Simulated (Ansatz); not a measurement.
All numbers below come from DFT PBE, scalar-relativistic, plane waves, PAW in Ansatz 0.2.0. All cells share a 420 eV cutoff and Γ-centred k meshes spaced at most about 0.3 Å⁻¹ (about 0.25 or finer for metals, 2π included). No spin polarisation in the final relaxations.

These are static total energies at zero pressure. All come from trial cells, and lower structures may exist.

Question: Order these relaxed structures of Al3BAs2 by energy, lowest first, with the energy over the lowest of them.
1.

```
Al B As
1.0
     3.19343    1.84373    2.90138
    -3.19343    1.84373    2.90138
     0.00000   -3.68746    2.90138
Al B As
3 1 2
Direct
  0.00000 0.50000 0.00000
  0.50000 0.00000 0.00000
  0.00000 0.00000 0.50000
  0.00000 0.00000 0.00000
  0.63646 0.63646 0.63646
  0.36354 0.36354 0.36354
```

2.

```
Al B As
1.0
     4.36973    0.00000    0.00000
     0.00000    4.36973    0.00000
     0.00000    0.00000    5.86679
Al B As
3 1 2
Direct
  0.00000 0.00000 0.67943
  0.50000 0.00000 0.96781
  0.00000 0.50000 0.96781
  0.50000 0.50000 0.89933
  0.00000 0.00000 0.25472
  0.50000 0.50000 0.28037
```

3.

```
Al B As
1.0
     3.87255    0.00000    0.00000
     0.00000    3.87255    0.00000
     0.00000    0.00000    9.51103
Al B As
3 1 2
Direct
  0.00000 0.50000 0.59275
  0.50000 0.00000 0.40725
  0.50000 0.50000 0.00000
  0.00000 0.00000 0.50000
  0.50000 0.50000 0.75597
  0.50000 0.50000 0.24403
```

4.

```
Al B As
1.0
     3.51588    0.00000    0.00000
    -1.75794    3.04484    0.00000
     0.00000    0.00000    8.95226
Al B As
3 1 2
Direct
  0.33333 0.66667 0.89168
  0.66667 0.33333 0.10832
  0.00000 0.00000 0.50000
  0.00000 0.00000 0.00000
  0.33333 0.66667 0.31931
  0.66667 0.33333 0.68069
```

Answer: 4 (0 meV/atom), 1 (236 meV/atom), 2 (375 meV/atom), 3 (393 meV/atom). Forms: 4 P-3m1; 1 R-3m; 2 P4mm; 3 P-4m2. Counting As or B atoms around Al (for each partner element, those within 1.25 times its shortest distance or 1.15 times the sum of covalent radii, where it is the nearest in units of that sum or under 1.3; a slash parts the counts of unlike sites): cell 4 has Al 6; cell 1 has Al 4; cell 2 has Al 1/6; cell 3 has Al 2/4. Cell 1 holds As–As pairs (shortest 2.38 Å) (bonds between like non-metal atoms; other contacts aren't counted). Even the lowest lies +0.06 eV/atom against the elements.

Cells relaxed within their symmetry can be saddle points. Some types were kept out of the candidates beforehand, so the set may lack a known form.
